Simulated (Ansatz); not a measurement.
The relaxed structure here is a generated cell of MgF2: the first start was made by placing the elements on the sites of a structure type, and the end was not matched to a known phase here, so it may be hypothetical. Known forms of MgF2 include space group No. 136.

The end point of a relaxation of MgF$_{2}$. Computed with PBE (plane waves to 420 eV, PAW, scalar-relativistic; Ansatz, a quantum-chemistry and plane-wave program).

```
CELL_PARAMETERS angstrom
      0.00000     4.34498     4.34498
      4.34498     0.00000     4.34498
      4.34498     4.34498     0.00000
ATOMIC_POSITIONS crystal
  F  0.12500 0.12500 0.12500
  F  0.62500 0.12500 0.12500
  F  0.12500 0.62500 0.12500
  F  0.12500 0.12500 0.62500
  Mg 0.25000 0.25000 0.25000
  Mg 0.00000 0.00000 0.00000
```

Problem. Find the space group and the Wyckoff positions (tolerance 0.01 Å).

Solution. Space group Fd-3m, origin choice 1 (No. 227); a = b = c = 8.6900 Å, α = β = γ = 90.00°

```
atom  site  symmetry       x       y       z
----  ----  --------  ------  ------  ------
F      16d      .-3m  0.6250  0.6250  0.6250
Mg      8b      -43m  0.5000  0.5000  0.5000
```

This is the AFLOW prototype A2B_cF24_227_c_a (C9, as in SiO2).

Problem. Give the shortest distances between elements (the closest pairs, up to four, under 3.6 Å).

Solution. F–Mg 1.88 Å; F–F 3.07 Å.

| Quantity | Value |
|---|---|
| Volume per atom | 27.34 Å³ |
| Band gap | 6.48 eV, direct (no spin-orbit coupling) |

No spin polarisation in the result.

The run could not lose the symmetry of its start, so the end can be a saddle point.

All atoms sit on sites fixed by symmetry, so only the cell could relax.
